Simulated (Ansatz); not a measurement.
# CeAl in the CsCl-type structure

Computed with Ansatz (plane waves, PAW, 420 eV cutoff): PBEsol, scalar-relativistic, collinear spin, 8×8×8 k-mesh, Gaussian smearing of 0.05 eV; PAW files: Ansatz's generated set soft_2.

```
CELL_PARAMETERS angstrom
3.61963 0.00000 0.00000
0.00000 3.61963 0.00000
0.00000 0.00000 3.61963
ATOMIC_POSITIONS crystal
Ce 0.00000 0.00000 0.00000
Al 0.50000 0.50000 0.50000
```

The cell came from substitution into a structure type; whether the compound takes it is for experiment to say.

Magnetic state: ferromagnetic, site spin moments Ce 0.67 μB.

Cell and atoms are those of this level's equilibrium.

Path: Γ–X–M–Γ–R–X | R–M, with Γ = (0.000, 0.000, 0.000), X = (0.000, 0.500, 0.000), M = (0.500, 0.500, 0.000), R = (0.500, 0.500, 0.500) in reciprocal vectors of the calculation's cell.

Problem. Is it a metal or an insulator, and if it has a gap, where are the band edges on this path?

Solution. A metal: bands cross the Fermi level.

Bands as a text map, energy in eV from the Fermi level (dashes), each leg drawn with the same width, + spin up, o spin down, # both:
```
  5.57 |  +    #     +# ++### #+     #     # ##     #
  5.14 | #   ooo         #  # #    o o     o   o   # 
  4.71 |  oo#+++#         #o       # +# # o+   +     
  4.29 |##++#    o         +##   #        +   # # o  
  3.86 | +##     +         #+         o#          +  
  3.43 | #        #       o # #   #   #  o       #   
  3.00 |  o        o     o+ # o   +    o +     # #o  
  2.57 |  +        +o   o+ #  +# o     ##       o +  
  2.14 |   #        +#o##o#o    o+o   o++      o#  #o
  1.71 |    o       #+++++o+   ##o+ooo+ o#  ooo++   +
  1.29 |    +o    o#oooo##+     ++ +++  +o  +++  o oo
  0.86 |ooooo##oo########oooooooooooooooo##oooooo####
  0.43 |###########################++++#####++++#####
  0.00 |++++++###++++#+#+++++++####---++++##----#+#++
 -0.43 |    o#+++##oo##o##o    ++++   o+  ++    +++##
 -0.86 |  o#+      ++#++  +#o o##     +  #     #  o++
 -1.29 |##+#        o+ #  o++#+    #          o   +  
 -1.71 |    #       +   oo+      #   #  #     +  #   
 -2.14 |     #     #    ++        o o  ##   o#  #    
 -2.57 |          #               + + #  #  +  #     
 -3.00 |      #  #                 ###    o ###      
 -3.43 |       ##                    o    +# +       
 -3.86 |       o                   # +     o  #      
 -4.29 |      o+##o               #   #oo##+   #     
 -4.71 |      +   +#    o        #     ++       #o   
 -5.14 |     #      ####+#      #                +###
 -5.57 |    o             #                          
 -6.00 |    +                  #                     
        Γ      X      M      Γ      R      XR       M
```

Scalar-relativistic only: spin–orbit splittings of the heavy atoms' levels are missing. Site moments are of spin, integrated over atomic spheres. Only parallel moments were tried, so the real magnetic order may be another.

The state of the open shells isn't shown to be the lowest, and forces and pressures are less sure for it.
